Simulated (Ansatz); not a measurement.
# Lu₂Tl and Y$_{2}$Tl: one element swapped

```
CELL_PARAMETERS angstrom
5.28244 0.00000 0.00000
-2.64122 4.57473 0.00000
0.00000 0.00000 6.58125
ATOMIC_POSITIONS crystal
Lu 0.33330 0.66670 0.75000
Lu 0.66660 0.33330 0.25000
Tl 0.33330 0.66670 0.25000
Tl 0.66660 0.33330 0.75000
Lu 0.00000 0.00000 0.00000
Lu 0.00000 0.00000 0.50000
```

Computed with plane-wave PAW DFT (Ansatz 0.2.0): PBE, 420 eV cutoff, 7×7×5 Γ-centred mesh, fermi-dirac occupations of width 0.100 eV. Spin: none. Single points at fixed atoms.

Now every Lu is replaced by Y on the same fractional sites, and the cell goes from 26.51 to 28.58 Å³ an atom (a = 5.416 Å, b = 5.416 Å, c = 6.748 Å, α = 90.00°, β = 90.00°, γ = 120.00°; 7×7×5 Γ-centred mesh, methfessel-paxton occupations of width 0.081 eV).

**Question.** How do gap, charges, pressure and binding respond?

**Answer.** The runs give:

```json
{"quantity": "pressure (GPa)", "Lu₂Tl": "0.6", "Y$_{2}$Tl": "0.2"}
{"quantity": "formation energy (eV/atom)", "Lu₂Tl": "-0.200", "Y$_{2}$Tl": "-0.299"}
```

Mean Bader charges in e: Lu +0.96 becomes Y +1.06; Tl -1.92 → -2.12. Y is about as electronegative as Lu (Pauling 1.22 against 1.27); its site moves by +0.10 e an atom, and Tl by -0.20. Neither shows a clear gap on its mesh.

Origins: Lu2Tl, a known structure type with other elements put in, at an estimated volume; Y2Tl, a known structure type with other elements put in, at an estimated volume. An invented cell need not be a known compound.

Caveats: atoms and cells are not relaxed; pressure is positive in compression; a dash marks a value that doesn't apply or isn't given.
